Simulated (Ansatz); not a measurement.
SrTaO$_{3}$ (cubic perovskite, space group No. 221), DFT-PBEsol in the program Ansatz with PAW potentials, all energies at zero smearing, with the estimated change up to a 700 eV cutoff added, with one set of potentials and settings (totals compare only within such a set). Cell of 5 atoms (1 Sr, 1 Ta, 3 O): -14988.364 eV.

```csv
element,reference phase,E (eV/atom)
Sr,"Fm-3m, 1 atoms in the cell",-3492.2134
Ta,"Im-3m, 1 atoms in the cell",-9806.5011
O,"C2/m, 4 atoms in the cell, spin-polarised",-558.3554
```

Formation energy per atom, worked out: (-14988.364 − 1×(-3492.2134) − 1×(-9806.5011) − 3×(-558.3554))/5 = -2.917 eV/atom (-281 kJ per mol of atoms), at 0 K, without zero-point energy or fitted corrections.

Space group Pm-3m (cubic perovskite). The workflow started from a Materials Project entry (that database holds measured and hypothetical structures alike); the Crystallography Open Database copy checked does not list it. Its standing as an ambient phase is unchecked. Symmetry was held in the PBEsol relaxation; whether a distortion lowers the energy is not shown. The run is not spin-polarised. The references are the lowest solids computed at this level, not always the standard phases (solids in place of the gases). Scalar-relativistic: spin–orbit coupling is off unless named, which matters more the heavier the elements.

Potentials: the later of the program's two PAW sets.
